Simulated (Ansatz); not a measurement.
# Cu$_{2}$Ni$_{3}$ (P-6m2) at 3 levels of theory

One geometry, relaxed with PBE; plane waves with PAW potentials in Ansatz, scalar-relativistic. Collinear spin, ending at 0.0 μB a primitive cell. Gaps are the least over mesh and band path; pressure is positive in compression.

```
CELL_PARAMETERS angstrom
2.50773 0.00000 0.00000
-1.25387 2.17176 0.00000
0.00000 0.00000 20.74544
ATOMIC_POSITIONS crystal
Cu 0.33333 0.66667 0.00000
Cu 0.33333 0.66667 0.39694
Cu 0.33333 0.66667 0.60306
Cu 0.66667 0.33333 0.50000
Ni 0.33333 0.66667 0.80147
Ni 0.33333 0.66667 0.19853
Ni 0.66667 0.33333 0.89884
Ni 0.66667 0.33333 0.10116
Ni 0.66667 0.33333 0.29611
Ni 0.66667 0.33333 0.70389
```

```csv
level,cutoff (eV),k mesh,gap (eV),pressure (GPa),largest moment (μB)
PBE,420,18×18×2,0,0.0,0.68
```

What comes out on the same cell with r2SCAN, LDA?

```
 level  cutoff (eV)   k mesh  gap (eV)  pressure (GPa)  largest moment (μB)
r2SCAN          500  18×18×2         0            -6.3                 0.83
   LDA          420  18×18×2         0           -15.8                 0.65
```

The state reached may not be the lowest one.

The cell was found from a structure generator's guess, not taken from experiment.
